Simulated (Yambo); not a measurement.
A G0W0@PBEsol run in Yambo for BaHI (space group P4/nmm, No. 129) (2×2×2 Γ-centred k mesh, 358 bands and a 6 Ry block in the screening, 358 bands in G with the Bruneval-Gonze terminator, plasmon pole fitted at 27.2 eV) gives these matrix elements, in eV, at the band edges (Z → Z):

```
state               E0    <Vxc>     <Σx>  <Σc(E0)>      Z
---------------  -----  -------  -------  --------  -----
valence edge     0.000  -11.250  -13.897     1.510  0.802
conduction edge  2.550   -8.140   -4.061    -3.475  0.829
```

Problem. Solve the linearised quasiparticle equation for both states, give the gap, and say how exchange and correlation each act on it.

Solution. E = E0 + Z(Σx + Σc − Vxc). Valence: 0.000 + 0.802 × (-13.897 + (1.510) − (-11.250)) = -0.91 eV. Conduction: 2.550 + 0.829 × (-4.061 + (-3.475) − (-8.140)) = 3.05 eV. The gap is 3.96 eV, against 2.55 eV in PBEsol. Replacing Vxc by bare exchange alone would open it by 6.73 eV; correlation takes back 4.99 eV of that, and Z scales what is left. Nearest settings tried, and what they do to the gap: 228 bands in W, 228 bands in G: -12 meV; 5 Ry block (223 vectors against 311): -64 meV. Not varied: mesh. So the settings aren't converged at that level. The k mesh is coarse. 

Spin-orbit coupling is included.

Geometry of the Materials Project entry, not relaxed at this level; primitive cell a = b = 4.7758 Å, c = 7.8002 Å, α = β = γ = 90.00°.
